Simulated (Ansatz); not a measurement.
MgO:
```yaml
crystal:
  lattice:
    - [3.26552, 0.00000, 0.00000]
    - [-1.63276, 2.82802, 0.00000]
    - [0.00000, 0.00000, 15.50808]
  atoms:
    - { symbol: Mg, position: [0.00000, 0.00000, 0.35188] }
    - { symbol: Mg, position: [0.00000, 0.00000, 0.02070] }
    - { symbol: Mg, position: [0.33333, 0.66667, 0.18630] }
    - { symbol: Mg, position: [0.33333, 0.66667, 0.51808] }
    - { symbol: Mg, position: [0.33333, 0.66667, 0.85250] }
    - { symbol: Mg, position: [0.66667, 0.33333, 0.68629] }
    - { symbol: O, position: [0.00000, 0.00000, 0.14833] }
    - { symbol: O, position: [0.00000, 0.00000, 0.47955] }
    - { symbol: O, position: [0.33333, 0.66667, 0.98146] }
    - { symbol: O, position: [0.33333, 0.66667, 0.31391] }
    - { symbol: O, position: [0.33333, 0.66667, 0.64704] }
    - { symbol: O, position: [0.66667, 0.33333, 0.81396] }
```

Relaxed with PBEsol. Special points in fractions of this cell's reciprocal vectors: Γ (0.000, 0.000, 0.000); M (0.500, 0.000, 0.000); K (0.333, 0.333, 0.000); A (0.000, 0.000, 0.500); L (0.500, 0.000, 0.500); H (0.333, 0.333, 0.500).

Problem. List the band energies nearest the valence-band maximum at these points for DFT-PBEsol in the program Ansatz with PAW potentials.

Solution. In eV from the valence-band maximum; about four levels below and three above (degenerate sets whole), none deeper than 8.9 eV; points with the same levels are listed once.

```json
[
 {"k": "Γ", "below": "-0.23 -0.23 -0.14 -0.14 0.00", "above": "3.44 4.77 4.81"},
 {"k": "M", "below": "-0.52 -0.49 -0.41 -0.31", "above": "6.67 6.83 7.46"},
 {"k": "K", "below": "-0.60 -0.49 -0.41 -0.40", "above": "7.73 7.84 8.23"},
 {"k": "A", "below": "-0.22 -0.22 -0.14 -0.14", "above": "3.81 3.91 5.82"},
 {"k": "L", "below": "-0.55 -0.42 -0.37 -0.32", "above": "6.62 6.88 7.47"},
 {"k": "H", "below": "-0.77 -0.77 -0.60 -0.42 -0.31", "above": "7.73 7.84 8.23"}
]
```

Space group P3m1. The first step of the workflow began from a Materials Project structure, measured or hypothetical; the Crystallography Open Database copy checked does not list it. It is not the phase usual at ambient conditions (space group No. 225). The cell was relaxed with PBEsol under the symmetry of its start; its stability against distortions is not shown here.

Potentials: the earlier of the program's two PAW sets. The files were generated under PBE; for other functionals the program regenerates the frozen cores, and for LDA and PBEsol the local potential too.
